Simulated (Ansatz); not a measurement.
A: Co (hcp, Mg type), a = 2.457 Å, b = 2.457 Å, c = 3.969 Å, α = 90.00°, β = 90.00°, γ = 120.00°
B: MgTe (wurtzite), a = b = 4.5603 Å, c = 7.4135 Å, α = β = 90.00°, γ = 120.00°
C: WC (WC type, space group P-6m2), a = 2.898 Å, b = 2.898 Å, c = 2.828 Å, α = 90.00°, β = 90.00°, γ = 120.00°
D: ZrO$_{2}$ (tetragonal-ZrO2 type, space group P4_2/nmc), a = b = 3.5845 Å, c = 5.1772 Å, α = β = γ = 90.00°

Scan: energy against volume (even scaling of the relaxed cell, symmetry kept). All come from one method, each on a k mesh of its own. All were relaxed with their symmetry unable to fall. Relaxed Co ends ferromagnetic. Spin-orbit coupling is left out. This is a high-temperature form of ZrO2. WC is run without spin polarisation. ZrO2 is run without spin polarisation. The magnetic order is the one the run started from; other orders were not tried. (This holds for the magnetic or f-shell members.)

Q: Put the candidates in order of bulk modulus at fixed cell shape (fitted), highest first, for PBEsol (plane waves to 420 eV, PAW, scalar-relativistic; Ansatz, an electronic-structure program).

A: C (410 GPa), A (245 GPa), D (195 GPa), B (36.1 GPa)

(Under strain, the slope of the energy per volume gives the stress and its curvature an elastic modulus.)
